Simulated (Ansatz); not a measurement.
# Slab of CsCl AlRu (110), 4 layers

The slab is cut from the CsCl crystal, which needn't be the stable phase, as relaxed on PAW files (13.56 Å³/atom), with 16 Å of vacuum and a dipole correction:

```xyz
8
Lattice="3.0044 0.0000 0.0000 0.0000 4.2488 0.0000 0.0000 0.0000 22.3732" Properties=species:S:1:pos:R:3 pbc="T T T"
Ru    2.2533    0.0000    8.0000
Al    0.7511    2.1244    8.0000
Ru    2.2533    2.1244   10.1244
Al    0.7511    0.0000   10.1244
Ru    2.2533    0.0000   12.2488
Al    0.7511    2.1244   12.2488
Ru    2.2533    2.1244   14.3732
Al    0.7511    0.0000   14.3732
```

All numbers are PBE results (scalar-relativistic) from Ansatz 0.2.0, with a Γ-centred 12×9×1 k mesh, Fermi–Dirac smearing of 0.1 eV, no spin polarisation. Methods: LAPW: all electrons, basis error target 1 meV/atom; PAW: frozen-core files, cutoff 420 eV.

The bulk energy comes from a cell in the slab's orientation on a 12×9×9 mesh. The surface energy is (E(slab) − N·E(bulk))/2A at zero smearing, the mean of both faces; thin slabs carry quantum-size effects.

Task: As cut, the LAPW slab lies 3.543 eV above 8 atoms of bulk. What surface energy is that?

Result: Over two faces of 12.76 Å² it is 138.8 meV/Å², and times 16.02 J/m² per eV/Å² that gives γ = 2.224 J/m².

```json
{"method": "LAPW", "γ as cut (J/m²)": "2.224", "γ relaxed (J/m²)": "2.220", "Φ as cut (eV)": "4.71", "Φ relaxed (eV)": "4.70"}
{"method": "PAW", "γ as cut (J/m²)": "2.223", "γ relaxed (J/m²)": "2.219", "Φ as cut (eV)": "4.71", "Φ relaxed (eV)": "4.70"}
```

Task: How do the spacings between the planes relax (positions relaxed on PAW files)?

Result: From the bottom face up: d12 -0.6 % of 2.124 Å, d23 -1.0 % of 2.124 Å, d34 -0.6 % of 2.124 Å. The outer plane rumples by 0.014 Å.

Task: A core hole in the 3d shell of Ru is made on one Ru atom of each kind in every 1×1 cell (PAW hole dataset, neutral cell, valence without spin). What does it cost by layer?

Result: layer 1 278.09 eV, layer 2 278.39 eV. Shifts between layers mean more than the absolute values, and a whole layer of holes screens otherwise than one hole.

Task: In the relaxed 1×1 cell, replace the outer, then the middle Ru by Rh, which changes a whole layer. What shift does this Z+1 picture give?

Result: E(outer) − E(middle) = -0.21 eV by LAPW and -0.21 eV by PAW; a positive value puts the surface line at higher binding energy.
